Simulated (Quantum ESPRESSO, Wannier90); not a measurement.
Wannier functions of WS2 (R3m)

```
begin unit_cell_cart
ang
   -1.5924351455    2.7581785798    0.0000000000
   -3.1848702911    0.0000000000    0.0000000000
   -1.5924351455    0.9193928599    6.4898000000
end unit_cell_cart
begin atoms_frac
W    0.0006700000  0.0006700000 -0.0020100000
S    0.4141130000  0.4141130000 -0.2423390000
S    0.2539200000  0.2539200000  0.2382400000
end atoms_frac
```

Cell from Materials Project (mp-9813), symmetrised, no further relaxation. COD (Crystallography Open Database) has the formula in 2 space groups, this one among them (matched by group alone). Level: PBEsol, spinors with spin-orbit coupling; pw.x of Quantum ESPRESSO at 60 Ry with PseudoDojo potentials, 6×6×6 k-points, Wannier90. Density: 12×12×12 mesh, cold smearing 0.01 Ry. The cell is built of weakly bound layers, chains or molecules, whose nearest atoms lie 3.84 Å apart. Database cells relaxed without dispersion often hold them too far apart, which can enlarge gaps and weakens couplings between them; spacing and stacking were not compared with the measured crystal.

A tight-binding model is made by disentanglement and projection with no localisation steps (num_iter = 0), so the 22 orbitals stay atom-like: hydrogen-like W: d; S: p, axes along x, y, z; frozen window up to 3.85 eV relative to the valence-band maximum. It follows pw.x to 12 meV rms for states up to 2.1 eV relative to the valence-band maximum. Matrix elements depend on this choice of orbitals and windows.

Q: What are the on-site energies relative to the valence-band maximum, and how fast do the hoppings decay?

A: 
```json
[
 {"atom": "W1", "orbitals": "dz2↑ dz2↓", "energy (eV)": "-0.67"},
 {"atom": "W1", "orbitals": "dxz↑ dxz↓ dyz↑ dyz↓", "energy (eV)": "0.52"},
 {"atom": "W1", "orbitals": "dx2-y2↑ dx2-y2↓ dxy↑ dxy↓", "energy (eV)": "-0.54"},
 {"atom": "S2", "orbitals": "pz↑ pz↓", "energy (eV)": "-2.58"},
 {"atom": "S2", "orbitals": "px↑ px↓ py↑ py↓", "energy (eV)": "-2.36"},
 {"atom": "S3", "orbitals": "pz↑ pz↓", "energy (eV)": "-2.59"},
 {"atom": "S3", "orbitals": "px↑ px↓ py↑ py↓", "energy (eV)": "-2.35"}
]
```

```csv
distance of the centres (Å),largest modulus (eV)
2–3,1.7
3–4,1.1
4–5,0.16
5–6,0.091
6–7,0.081
7–8,0.020
```

Effective spin-orbit constants λ of λ L·S, from the same-site elements px↑–py↑ (λ/2) and dx2-y2↑–dxy↑ (λ), where they are among the larger elements: W1 d 0.25 eV.
